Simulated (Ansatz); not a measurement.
A relaxation computed with Ansatz, from input to last step.

```yaml
crystal:
  lattice:
    - [3.4450227159, 0.0, 0.0]
    - [-1.722511358, 2.9834771886, 0.0]
    - [0.0, 0.0, 13.3997256663]
  atoms:
    - { symbol: Ga, position: [0.3333333333, 0.6666666667, 0.25] }
    - { symbol: Ga, position: [0.6666666667, 0.3333333333, 0.75] }
    - { symbol: Sb, position: [0.3333333333, 0.6666666667, 0.6275] }
    - { symbol: Sb, position: [0.6666666667, 0.3333333333, 0.1275] }
    - { symbol: Sb, position: [0.3333333333, 0.6666666667, 0.8725] }
    - { symbol: Sb, position: [0.6666666667, 0.3333333333, 0.3725] }
basis:
  ecutwfc: 420
kpoints:
  mp_grid: { grid: [6, 6, 2] }
hamiltonian:
  xc: pbe
scf:
  occupations: { method: gaussian, width: 0.1 }
  lower_state_search: "off"
output:
  forces: true
  stress: true
  eigenvalues: true
relax:
  adjacent_minimum: "off"
  f_tol: 0.04
  max_steps: 70
  cell: { stress_tol: 0.4 }
```

```bash
ansatz run input.yaml --threads 1 --pin off --max-ram 2560MiB --backend cpu --events-out ev --progress --plain --runs-dir out
```

The calculation used Ansatz, DFT PBE, scalar-relativistic, plane waves, PAW.

Of 17 frames 10 are shown, positions in Å and forces in eV/Å; the SCF threshold varies from step to step. Steps run on the plane waves of an earlier cell, with a Pulay correction in the pressure. The basis is chosen afresh for the last frame, the zero of the energies, and at times for earlier ones too; energy and pressure step there, also at an unchanged geometry. Here that happened at step 11 (-15 meV/atom, 1.1 GPa); the frames before carry an error of that size. The mark taken_back stands on steps that the optimiser undid.

```xyz
6
Lattice="3.4450 0.0000 0.0000 -1.7225 2.9835 0.0000 0.0000 0.0000 13.3997" Properties=species:S:1:pos:R:3:forces:R:3 pbc="T T T" step=1 free_energy_over_end_meV_per_atom=514.00 pressure_GPa=20.67
Ga    0.0000    1.9890    3.3499    0.0000    0.0000    0.0000
Ga    1.7225    0.9945   10.0498    0.0000    0.0000    0.0000
Sb    0.0000    1.9890    8.4083    0.0000    0.0000   -2.6725
Sb    1.7225    0.9945    1.7085    0.0000    0.0000   -2.6725
Sb    0.0000    1.9890   11.6913    0.0000    0.0000    2.6725
Sb    1.7225    0.9945    4.9914    0.0000    0.0000    2.6725
6
Lattice="3.7757 0.0000 0.0000 -1.8878 3.2698 0.0000 0.0000 0.0000 13.1405" Properties=species:S:1:pos:R:3:forces:R:3 pbc="T T T" step=3 free_energy_over_end_meV_per_atom=134.41 pressure_GPa=0.50
Ga    0.0000    2.1799    3.2851    0.0000    0.0000    0.0000
Ga    1.8878    1.0899    9.8554    0.0000    0.0000    0.0000
Sb    0.0000    2.1799    8.0996    0.0000    0.0000   -0.3634
Sb    1.8878    1.0899    1.5293    0.0000    0.0000   -0.3634
Sb    0.0000    2.1799   11.6112    0.0000    0.0000    0.3634
Sb    1.8878    1.0899    5.0409    0.0000    0.0000    0.3634
6
Lattice="3.8737 0.0000 0.0000 -1.9369 3.3547 0.0000 0.0000 0.0000 11.8078" Properties=species:S:1:pos:R:3:forces:R:3 pbc="T T T" step=5 free_energy_over_end_meV_per_atom=54.79 pressure_GPa=1.37
Ga    0.0000    2.2365    2.9520    0.0000    0.0000    0.0000
Ga    1.9369    1.1182    8.8559    0.0000    0.0000    0.0000
Sb    0.0000    2.2365    7.1207    0.0000    0.0000   -0.2415
Sb    1.9369    1.1182    1.2168    0.0000    0.0000   -0.2415
Sb    0.0000    2.2365   10.5910    0.0000    0.0000    0.2415
Sb    1.9369    1.1182    4.6871    0.0000    0.0000    0.2415
6
Lattice="3.9807 0.0000 0.0000 -1.9904 3.4474 0.0000 0.0000 0.0000 11.1402" Properties=species:S:1:pos:R:3:forces:R:3 pbc="T T T" step=6 free_energy_over_end_meV_per_atom=40.30 pressure_GPa=2.05
Ga    0.0000    2.2983    2.7851    0.0000    0.0000    0.0000
Ga    1.9904    1.1491    8.3552    0.0000    0.0000    0.0000
Sb    0.0000    2.2983    6.6649    0.0000    0.0000   -0.2119
Sb    1.9904    1.1491    1.0948    0.0000    0.0000   -0.2119
Sb    0.0000    2.2983   10.0455    0.0000    0.0000    0.2119
Sb    1.9904    1.1491    4.4754    0.0000    0.0000    0.2119
6
Lattice="4.0005 0.0000 0.0000 -2.0003 3.4646 0.0000 0.0000 0.0000 11.2430" Properties=species:S:1:pos:R:3:forces:R:3 pbc="T T T" step=8 free_energy_over_end_meV_per_atom=35.16 pressure_GPa=0.61
Ga    0.0000    2.3097    2.8108    0.0000    0.0000    0.0000
Ga    2.0003    1.1548    8.4323    0.0000    0.0000    0.0000
Sb    0.0000    2.3097    6.7207    0.0000    0.0000   -0.1669
Sb    2.0003    1.1548    1.0992    0.0000    0.0000   -0.1669
Sb    0.0000    2.3097   10.1439    0.0000    0.0000    0.1669
Sb    2.0003    1.1548    4.5223    0.0000    0.0000    0.1669
6
Lattice="4.0058 0.0000 0.0000 -2.0029 3.4692 0.0000 0.0000 0.0000 11.3230" Properties=species:S:1:pos:R:3:forces:R:3 pbc="T T T" step=10 free_energy_over_end_meV_per_atom=29.20 pressure_GPa=0.14
Ga    0.0000    2.3128    2.8307    0.0000    0.0000    0.0000
Ga    2.0029    1.1564    8.4922    0.0000    0.0000    0.0000
Sb    0.0000    2.3128    6.6884    0.0000    0.0000   -0.0183
Sb    2.0029    1.1564    1.0270    0.0000    0.0000   -0.0183
Sb    0.0000    2.3128   10.2960    0.0000    0.0000    0.0183
Sb    2.0029    1.1564    4.6345    0.0000    0.0000    0.0183
6
Lattice="4.0912 0.0000 0.0000 -2.0456 3.5431 0.0000 0.0000 0.0000 11.1490" Properties=species:S:1:pos:R:3:forces:R:3 pbc="T T T" step=12 free_energy_over_end_meV_per_atom=4.96 pressure_GPa=0.83
Ga    0.0000    2.3620    2.7872    0.0000    0.0000    0.0000
Ga    2.0456    1.1810    8.3617    0.0000    0.0000    0.0000
Sb    0.0000    2.3620    6.5504    0.0000    0.0000    0.1084
Sb    2.0456    1.1810    0.9759    0.0000    0.0000    0.1084
Sb    0.0000    2.3620   10.1731    0.0000    0.0000   -0.1084
Sb    2.0456    1.1810    4.5986    0.0000    0.0000   -0.1084
6
Lattice="4.2471 0.0000 0.0000 -2.1235 3.6781 0.0000 0.0000 0.0000 10.8609" Properties=species:S:1:pos:R:3:forces:R:3 pbc="T T T" step=13 free_energy_over_end_meV_per_atom=7.51 pressure_GPa=-0.87 taken_back
Ga    0.0000    2.4520    2.7152    0.0000    0.0000    0.0000
Ga    2.1235    1.2260    8.1457    0.0000    0.0000    0.0000
Sb    0.0000    2.4520    6.4184    0.0000    0.0000   -0.0250
Sb    2.1235    1.2260    0.9879    0.0000    0.0000   -0.0250
Sb    0.0000    2.4520    9.8730    0.0000    0.0000    0.0250
Sb    2.1235    1.2260    4.4426    0.0000    0.0000    0.0250
6
Lattice="4.1654 0.0000 0.0000 -2.0827 3.6073 0.0000 0.0000 0.0000 10.9165" Properties=species:S:1:pos:R:3:forces:R:3 pbc="T T T" step=15 free_energy_over_end_meV_per_atom=1.01 pressure_GPa=0.42 taken_back
Ga    0.0000    2.4049    2.7291    0.0000    0.0000    0.0000
Ga    2.0827    1.2024    8.1874    0.0000    0.0000    0.0000
Sb    0.0000    2.4049    6.4378    0.0000    0.0000    0.0520
Sb    2.0827    1.2024    0.9795    0.0000    0.0000    0.0520
Sb    0.0000    2.4049    9.9370    0.0000    0.0000   -0.0520
Sb    2.0827    1.2024    4.4787    0.0000    0.0000   -0.0520
6
Lattice="4.1597 0.0000 0.0000 -2.0799 3.6024 0.0000 0.0000 0.0000 11.0003" Properties=species:S:1:pos:R:3:forces:R:3 pbc="T T T" step=17 free_energy_over_end_meV_per_atom=0.00 pressure_GPa=-0.04
Ga    0.0000    2.4016    2.7501    0.0000    0.0000    0.0000
Ga    2.0799    1.2008    8.2503    0.0000    0.0000    0.0000
Sb    0.0000    2.4016    6.4920    0.0000    0.0000    0.0030
Sb    2.0799    1.2008    0.9918    0.0000    0.0000    0.0030
Sb    0.0000    2.4016   10.0085    0.0000    0.0000   -0.0030
Sb    2.0799    1.2008    4.5084    0.0000    0.0000   -0.0030
```

The start puts this composition into another compound's structure type, which needn't suit it. At the end the space group is P6_3/mmc (tolerance 0.05 Å).

It took 100 s on 1 thread of Intel(R) Xeon(R) Platinum 8375C CPU @ 2.90GHz (Ice Lake), on a shared host, peak memory 0.52 GiB.

The k mesh is coarse. The cell holds layers, and where no dispersion correction was added their binding is poorly described.